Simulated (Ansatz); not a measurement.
HfC:
```
CELL_PARAMETERS angstrom
      0.00000     2.49800     2.49800
      2.49800     0.00000     2.49800
      2.49800     2.49800     0.00000
ATOMIC_POSITIONS crystal
  Hf 0.00000 0.00000 0.00000
  C  0.25000 0.25000 0.25000
```

The program Ansatz at the PBEsol level (PAW) gives a gap of 0.19 eV without spin–orbit coupling, maximum at W, minimum at W.

Task: What happens when spin–orbit coupling is switched on?

Result: The gap shrinks by 0.11 eV, to 0.08 eV; maximum at X, minimum at W. The small gap may have closed and reopened with inverted band order, as semilocal functionals often give for heavy narrow-gap crystals.

Space group F-43m (zinc blende). The start of the workflow was typed in or built on a structure type; neither database checked (COD, Materials Project) lists it. It is not the phase usual at ambient conditions (space group No. 225). The PBEsol relaxation kept the symmetry of its start; its stability against distortions is not shown here. No spin polarisation was allowed.

Potentials: the earlier of the program's two PAW sets. The files were generated under PBE; for other functionals the program regenerates the frozen cores, and for LDA and PBEsol the local potential too.
